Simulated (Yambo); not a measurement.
G0W0@PBEsol for KBr (rock salt, space group Fm-3m, No. 225) in Yambo. Reference settings: 4×4×4 Γ-centred k mesh, 125 bands and a 8 Ry block in the screening, 125 bands in G with the Bruneval-Gonze terminator, plasmon pole fitted at 27.2 eV. The PBEsol gap Γ → Γ on this mesh is 4.34 eV; G0W0 gaps are taken between the same points.

The settings were changed. The gap went from 6.96 eV to 6.73 eV, and the shift of the valence edge from -1.90 eV to -1.57 eV.

Task: Which change was made?
A. 24 bands in W, 24 bands in G, 3 Ry block
B. 2×2×2 mesh
C. 42 bands in W, 42 bands in G, 3 Ry block
D. 24 bands in W, 24 bands in G, 2 Ry block

Result: C, 42 bands in W, 42 bands in G, 3 Ry block. The others gave (gap, valence shift): 2×2×2 mesh: 6.87, -1.81 eV; 24 bands in W, 24 bands in G, 2 Ry block: 6.73, -1.38 eV; 24 bands in W, 24 bands in G, 3 Ry block: 6.83, -1.43 eV.

Spin-orbit coupling is not included.

Geometry relaxed with PBEsol; primitive cell a = b = c = 4.6306 Å, α = β = γ = 60.00°.

A shift is the quasiparticle energy of the state minus its PBEsol energy.
